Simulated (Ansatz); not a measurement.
Guessed and relaxed cells of Nd4O

The cell of Nd4O is invented: random cell by space group and Wyckoff sites (Pm-3m, No. 221). Lengths were set from tabulated atomic sizes, so they are only a guess.

start.xyz

```xyz
5
Lattice="4.9620 0.0000 0.0000 0.0000 4.9620 0.0000 0.0000 0.0000 4.9620" Properties=species:S:1:pos:R:3 pbc="T T T"
Nd    0.0000    2.4810    2.4810
Nd    2.4810    0.0000    2.4810
Nd    2.4810    2.4810    0.0000
Nd    0.0000    0.0000    0.0000
O     2.4810    2.4810    2.4810
```

Level of theory: DFT PBE, scalar-relativistic, plane waves, PAW, and for the lanthanide a 4f-in-core norm-conserving potential (Ansatz). Cutoff 660 eV, Gaussian smearing, Γ-centred meshes. Cell and atoms relax first on a coarse mesh and then on a finer one. In between, the cell is made exact in the group found at 0.06 Å. In metals the finer mesh still leaves noise of several meV/atom or more. The steps can't lower the symmetry of their start. No spin polarisation.

end.xyz

```xyz
5
Lattice="5.1245 0.0000 0.0000 0.0000 5.1245 0.0000 0.0000 0.0000 5.1245" Properties=species:S:1:pos:R:3 pbc="T T T"
Nd    0.0000    2.5623    2.5623
Nd    2.5623    0.0000    2.5623
Nd    2.5623    2.5623    0.0000
Nd    0.0000    0.0000    0.0000
O     2.5623    2.5623    2.5623
```

The symmetry stays Pm-3m (No. 221). The volume per atom grows by 10.2 %, from 24.4 to 26.9 Å³. The shortest distance goes from 2.48 Å (Nd–O) to 2.56 Å (Nd–O).

* Volume per atom: 26.92 Å³
* Density: 7.32 g/cm³
* Formation energy: −1.07 eV/atom
* Gap on the 8×8×8 mesh of the 5-atom cell: 0 eV (a metal)

Energies over the elements count from the elements' standard structures at the same level (O₂ as a molecule), with no fitted energy shifts. Whether it is stable depends on the other phases of the system, which aren't compared here.

The last run used Gaussian smearing of 0.10 eV. A later test with randomly moved atoms came back to the same energy, though modes that don't fit the test's cell weren't probed. In all, the 3 runs took 75 s on 1 thread of Arm Neoverse V2, with other jobs on the host.

The lanthanide is trivalent by construction, without f bands, f moments or other valences. The reference runs of the other elements, and any phases without the lanthanide, used 420 eV, which shifts energies against them by under 10 meV/atom. The lanthanide's reference is the lowest of its hcp, dhcp and fcc cells.
